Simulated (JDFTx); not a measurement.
Part of a log of a modified build of JDFTx for C4H4N2 (built from pyrimidine), charge +1, multiplicity 2 (PBE, GBRV ultrasoft potentials, plane waves to 20/100 Ha):

```
unit cell volume = 11797.8
Chosen fftbox size, S = [  120  120  80  ]
unit cell volume = 11797.8
Chosen fftbox size, S = [  108  108  72  ]
  'C' pseudopotential, 'SLA  PW   PBE  PBE' functional
  4 valence electrons, 2 orbitals, 4 projectors, 721 radial grid points, with lMax = 1
  'N' pseudopotential, 'SLA  PW   PBE  PBE' functional
  5 valence electrons, 2 orbitals, 4 projectors, 729 radial grid points, with lMax = 1
  'H' pseudopotential, 'SLA  PW   PBX  PBC' functional
  1 valence electrons, 1 orbitals, 2 projectors, 615 radial grid points, with lMax = 0
Initialized 3 species with 10 total atoms.
Folded 1 k-points by 1x1x1 to 1 k-points.
nElectrons:  29.000000   nBands: 15   nStates: 2
average nbasis = 50389.000 , ideal nbasis = 50400.997
Correction to mu due to finite nuclear width = -0.00252302
   Cavity determined by nc: 0.00142 and sigma: 0.707107
   Nonlocal vdW cavity from gaussian model electron density with norm = 8 and sigma = 0.993594 bohr
   Charge asymmetry in cavity with sensitivity pCavity = 36.5 e-bohr/Eh
   Electrostatic cavity expanded by eta = 1.46 bohrs
   Weighted density cavitation model constrained by Nbulk: 0.0049383 bohr^-3, Pvap: 3.14029 kPa, Rvdw: 2.61727 bohr and sigmaBulk: 4.62e-05 Eh/bohr^2 at T: 298 K.
   Weighted density dispersion model using vdW pair potentials with single solvent site with sqrtC6eff: 0.77 SI.
[...]
Will mix electronic density at each iteration.
	Linear fluid (dielectric constant: 78.4, screening length: 5.74355 Bohr) occupying 0.869572 of unit cell:	Completed after 16 iterations
[... later lines of the fluid solver are left out ...]
SCF: Cycle:  0   Etot: -44.879128927536613   dEtot: -5.359e-04   |Residual|: 1.583e-02   |deigs|: 3.947e-05
SCF: Cycle:  1   Etot: -44.879416440133980   dEtot: -2.875e-04   |Residual|: 6.710e-03   |deigs|: 2.038e-03
[... lines cut ...]
SCF: Cycle: 14   Etot: -44.879486998443198   dEtot: +1.408e-08   |Residual|: 2.945e-04   |deigs|: 2.652e-05
SCF: Cycle: 15   Etot: -44.879487019868300   dEtot: -2.143e-08   |Residual|: 3.603e-04   |deigs|: 1.982e-05
SCF: Cycle: 16   Etot: -44.879487192367087   dEtot: -1.725e-07   |Residual|: 7.803e-05   |deigs|: 1.420e-05
SCF: Cycle: 17   Etot: -44.879487197616342   dEtot: -5.249e-09   |Residual|: 5.465e-05   |deigs|: 1.352e-06
SCF: Cycle: 18   Etot: -44.879487201016090   dEtot: -3.400e-09   |Residual|: 3.519e-05   |deigs|: 9.438e-06
SCF: Converged (|Delta E|<1.000000e-08 for 2 iters).

# Energy components:
   A_diel =       -0.0324497905946998
   Eewald =       54.1298766776483120
       EH =       85.2426483417645215
     Eloc =     -202.7529298490263159
      Enl =        6.3144264992569710
      Exc =      -13.6830832643915095
 Exc_core =        0.3119354416861497
       KE =       25.5875657225248538
  MuShift =        0.0025230201156283
-------------------------------------
     Etot =      -44.8794872010160901


	eMin: -0.994388 at state 0 ( [ +0.000000 +0.000000 +0.000000 ] spin 1 )
	HOMO: -0.310804 at state 1 ( [ +0.000000 +0.000000 +0.000000 ] spin -1 )
```

Problem. Which solvation model was used?
A. linear PCM without cavity terms (LA12)
B. SCCS (cation parameters)
C. SaLSA
D. CANDLE

Solution. D, CANDLE. The liquid was water (dielectric constant 78.4), 1 M KF.
